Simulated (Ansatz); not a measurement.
ScSnCN:
Space group P3m1 (No. 156); a = b = 3.5844 Å, c = 5.4631 Å, α = β = 90.00°, γ = 120.00°

```
atom  site  symmetry       x       y       z
----  ----  --------  ------  ------  ------
Sc      1b       3m.  0.3333  0.6667  0.5254
Sn      1c       3m.  0.6667  0.3333  0.0057
C       1b       3m.  0.3333  0.6667  0.1102
N       1c       3m.  0.6667  0.3333  0.6087
```

Relaxed with r²SCAN. r²SCAN (plane waves, PAW; program Ansatz) gives a gap of 2.18 eV.

**Question.** What gap does HSE06 give on the same cell (Ansatz, PAW)?

**Answer.** 2.76 eV, 0.58 eV more. The hybrid was solved on a coarser mesh and at special points; the gap given is the minimum over both.

Cost on shared cores: the r²SCAN run (SCF on a 9×9×5 mesh, then bands and DOS) very roughly 80 core-seconds, the HSE06 run (SCF on 7×7×4, then a few points) roughly 2.9 core-minutes; the tasks are unlike.

The start of the workflow was typed in or built on a structure type; neither database checked (COD, Materials Project) lists it. Whether it is the stable phase at ambient conditions was not checked. Symmetry was held in the r²SCAN relaxation; its stability against distortions is not shown here. No spin polarisation was allowed. Scalar-relativistic: spin–orbit coupling is off unless named, which matters more the heavier the elements.

Potentials: the earlier of the program's two PAW sets.
